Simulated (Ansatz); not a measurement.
All numbers below come from Ansatz, DFT PBE, scalar-relativistic, plane waves, PAW. Settings: cutoff 420 eV, Γ-centred meshes spaced at most about 0.3 Å⁻¹, and about 0.25 Å⁻¹ or finer for metals (2π included), Gaussian smearing. No spin polarisation in the final relaxations.

All energies are static (0 K, no zero-point motion).

Two relaxed structures of Be2SbCl:

A. Space group P6/mmm (No. 191), hexagonal, a = 4.337 Å, c = 5.662 Å. Be has 3 Be at 2.50 Å and 3 Sb at 2.50 Å; Sb has 6 Be at 2.50 Å and 2 Cl at 2.83 Å; Cl has 2 Sb at 2.83 Å.

B. Space group Cmmm (No. 65), orthorhombic, a = 4.736 Å, b = 5.145 Å, c = 6.672 Å. Around Be lie 1 Be at 2.01 Å, 1 Sb at 2.33 Å, 2 Cl at 2.57 Å and 2 Cl at 2.76 Å; Sb has 2 Be at 2.33 Å; Cl has 4 Be at 2.57 Å and 4 Be at 2.76 Å.

Question: Which form is favoured at zero pressure, and by what margin per atom?

Answer: B is lower, by 22 meV/atom. A has space group P6/mmm (No. 191), 23.1 Å³/atom and no gap on its mesh; B has space group Cmmm (No. 65), 20.3 Å³/atom and no gap. Counting Be or Sb atoms around Cl (for each partner element, those within 1.25 times its shortest distance or 1.15 times the sum of covalent radii, where it is the nearest in units of that sum or under 1.3; the shortest distance is added where it is long for a bond), A has Cl 2 and B has Cl 8 from 2.6 Å. The denser one is the lower, and pressure would at first widen the difference. Even the lower one lies +0.47 eV/atom against the reference forms of the elements (uncorrected), so neither is stable at this level. Both come from invented guesses.

These runs have no spin–orbit coupling, which can matter for Sb. Cells relaxed within their symmetry can be saddle points.
